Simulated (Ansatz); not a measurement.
Ansatz input

```yaml
crystal:
  lattice:
    - [0.0, 3.4975187911, 3.4975187911]
    - [3.4975187911, 0.0, 3.4975187911]
    - [3.4975187911, 3.4975187911, 0.0]
  atoms:
    - { symbol: In, position: [0.125, 0.125, 0.125] }
    - { symbol: In, position: [0.875, 0.875, 0.875] }
hamiltonian:
  xc: blyp
  pseudopotentials:
    kind: paw
    azcp:
      In: "pseudopotentials/In.paw.azcp"
basis:
  ecutwfc: 420
  fft_grid_basis: typed
kpoints:
  mp_grid: { grid: [13, 13, 13], shift: [0, 0, 0] }
magnetization:
  spin_polarized: false
scf:
  occupations: { method: fermi_dirac, width: 0.1 }
output:
  write_density: true
  write_potential: true
  elf: true
  volumetric_format: npy
```

and its output:

```
Engine: ansatz 0.2.0, aarch64-unknown-linux-gnu
Pseudopotentials: kind: paw
Pseudopotential: In, paw, valence charge 13, recommended cutoff 420 eV (normal) 
Functional definition: BLYP
  parameter beta = 0.0042
  parameter a = 0.04918
  parameter b = 0.132
  parameter c = 0.2533
  parameter d = 0.349
  exchange = b88_x(beta = beta)
  correlation = lyp_c(a = a, b = b, c = c, d = d)
Crystal: 2 atoms, lattice volume = 85.568 Å³
Basis set: ecut = 420 eV, 1687 PW (Γ), exchange–correlation on 72×72×72 points (8 copies of the dense FFT grid, shifted against one another)
Bands: 17, of which v1, the nominal top of the filled ones, is band 13 counted from 1 (12 counted from 0)
Symmetry: 48 space group operations
Space group: Fd-3m (ITA 227), of the structure as read, at distance tolerance 4.4e-5 Å
k-points: 84 of 2197
Non-local potential: In, projectors of the file, l = 0: 2, l = 1: 2, l = 2: 2, l = 3: 2
PAW form: soft (Blöchl's): semilocal exchange-correlation on the pseudo side does not see the compensation charge
PAW frozen core: In, regenerated for the run's functional, and the local potential with it (the file was generated under x = pbe(κ = 0.804, μ = 0.2195149727645171), c = pbe(β = 0.06672455060314922))
PAW one-centre angular grid: In, 590 points (default); XC on 64 Gauss nodes
Initial density: superposition of atomic densities (neutral atoms: chi_scale 0, normalization atom), corrected by the library's trained network
Initial wavefunctions: pseudopotential atomic-orbital guess
Functional: x = b88, c = lyp
SCF iter   1: F=—  HF=-11227.388610 eV  |F-HF|=—  |Δ(HF+E_count)|=         —  Δρ=4.40e-3  dr2=9.32e-3  ethr=1.77e-3  ⟨swp⟩=5.8  Hψ=7247  notcnv=0
SCF iter   2: F=—  HF=-11227.385878 eV  |F-HF|=—  |Δ(HF+E_count)|=   2.73e-3  Δρ=9.96e-4  dr2=9.74e-4  ethr=3.58e-5  ⟨swp⟩=2.2  Hψ=3206  notcnv=0
SCF iter   3: F=—  HF=-11227.385897 eV  |F-HF|=—  |Δ(HF+E_count)|=   1.92e-5  Δρ=7.47e-4  dr2=2.98e-4  ethr=3.75e-6  ⟨swp⟩=2.0  Hψ=2518  notcnv=0
SCF iter   4: F=—  HF=-11227.385849 eV  |F-HF|=—  |Δ(HF+E_count)|=   4.86e-5  Δρ=1.39e-4  dr2=1.50e-5  ethr=1.14e-6  ⟨swp⟩=2.0  Hψ=2511  notcnv=0
SCF iter   5: F=—  HF=-11227.385853 eV  |F-HF|=—  |Δ(HF+E_count)|=   4.29e-6  Δρ=1.27e-5  dr2=2.37e-7  ethr=5.76e-8  ⟨swp⟩=2.0  Hψ=2522  notcnv=0
SCF iter   6: F=-11227.385853 eV  HF=-11227.385853 eV  |F-HF|=2.81e-9  |Δ(HF+E_count)|=   6.54e-8  Δρ=2.01e-6  dr2=4.33e-9  ethr=3.85e-10  ⟨swp⟩=4.8  Hψ=4893  notcnv=0
SCF 1 converged in 6 iterations: F = -11227.385853 eV  dr2 = 4.33e-9
SCF converged after 6 iterations
Free energy (F): -11227.385853 eV
Harris-Foulkes:  -11227.385853 eV  (|F-HF|=2.81e-9)
Internal energy: -11227.322761 eV  (E = F + TS)
E sigma→0 (E₀):  -11227.354307 eV
Entropy (-TS):   -0.063093 eV (-31.546 meV/atom)
Fermi energy:    4.905323 eV
--- Per-component energies (eV) ---
  E_band       = -179.352072
  E_kinetic    = 481.415618
  E_local      = -2990.294497  (includes V_loc(G=0)·N_el)
  E_nonlocal   = 728.015105
  E_hartree    = 1193.444922
  E_xc         = -426.261426
  E_vxc        = -194.083652  (∫ρ·V_xc dr)
  E_paw        = -8339.223022  (= ΣΔE_a)
  E_vpaw       = -591.292179  (= ΣTr[D̂ρ^β])
  E_aug_tail   = 0.000052  (compensation charges beyond the density's cutoff)
  E_ewald      = -1874.041250
  E_core_change = -0.378263  (= ΣΔE_core)
  E_smearing   = -0.063093  (= −TS)
  E_closure    = -0.000000  (closes the sum)
  Σ components = -11227.385853   (vs F -11227.385853, Δ=0.00e0)
--- Band table (eV; the first three rows and the last of 84) ---
  k-point 0: bands = ["-9.6451", "-9.6451", "-9.6451", "-9.5958", "-9.5958", "-9.3037", "-9.3037", "-9.3037", "-9.2819", "-9.2819", "-2.5298", "5.6687", "6.8476", "6.8476", "6.8476", "8.5048", "8.5048"]
  k-point 1: bands = ["-9.6503", "-9.6503", "-9.6439", "-9.5888", "-9.5888", "-9.3114", "-9.3114", "-9.3055", "-9.2751", "-9.2751", "-2.4805", "5.1661", "6.7343", "6.7343", "6.9940", "8.6457", "8.6457"]
  k-point 2: bands = ["-9.6599", "-9.6599", "-9.6406", "-9.5743", "-9.5743", "-9.3243", "-9.3243", "-9.3105", "-9.2649", "-9.2649", "-2.3343", "4.2575", "6.4882", "6.4882", "6.9725", "8.9513", "8.9513"]
  k-point 83: bands = ["-9.7118", "-9.7074", "-9.5366", "-9.5017", "-9.4627", "-9.4315", "-9.4190", "-9.3889", "-9.2112", "-9.2068", "-0.0953", "0.4256", "3.9436", "4.2527", "9.2491", "9.4166", "10.0130"]
```
